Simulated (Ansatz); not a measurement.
Relaxed Ti$_{2}$O$_{3}$ (corundum):

```
CELL_PARAMETERS angstrom
      2.49574     1.44092     4.58833
     -2.49574     1.44092     4.58833
      0.00000    -2.88183     4.58833
ATOMIC_POSITIONS crystal
  Ti 0.84570 0.84570 0.84570
  Ti 0.15430 0.15430 0.15430
  Ti 0.65430 0.65430 0.65430
  Ti 0.34570 0.34570 0.34570
  O  0.06147 0.43853 0.75000
  O  0.93853 0.56147 0.25000
  O  0.75000 0.06147 0.43853
  O  0.25000 0.93853 0.56147
  O  0.43853 0.75000 0.06147
  O  0.56147 0.25000 0.93853
```

The atoms are displaced by Q × the pattern below (from a DFPT mode at Γ, largest move 1; Q in Å), at fixed cell.

```
atom       x       y       z
----  ------  ------  ------
Ti1    0.000   0.000   0.265
Ti2    0.000   0.000  -0.265
Ti3    0.000   0.000  -0.265
Ti4    0.000   0.000   0.265
O5     1.000   0.000   0.000
O6    -1.000   0.000   0.000
O7    -0.500   0.866   0.000
O8     0.500  -0.866   0.000
O9    -0.500  -0.866   0.000
O10    0.500   0.866   0.000
```

Level of theory: LDA (plane waves to 420 eV, PAW, scalar-relativistic; Ansatz, a first-principles code). k mesh 11×11×11 (Γ-centred), Fermi-Dirac smearing 0.05 eV. The energy includes the smearing's −TS. With partly filled bands, energies and forces of such displacements shift with the k mesh and the smearing. Ti2O3 is run without spin polarisation and with no Hubbard U. Ti2O3 was relaxed with its symmetry unable to fall. ΔE is measured from the undisplaced structure.

Task: What ΔE (eV/cell) does the calculation give at Q (Å) = -0.187, -0.140, -0.093, -0.047, 0.047, 0.093, 0.187, 0.233?

Result: 
```tsv
Q (Å)	ΔE (eV/cell)
-0.187	2.348
-0.140	1.227
-0.093	0.506
-0.047	0.116
0.047	0.095
0.093	0.359
0.187	1.319
0.233	1.990
```

(For displaced atoms, the force is minus the slope of the energy, and its curvature is a force constant, which sets phonon frequencies.)
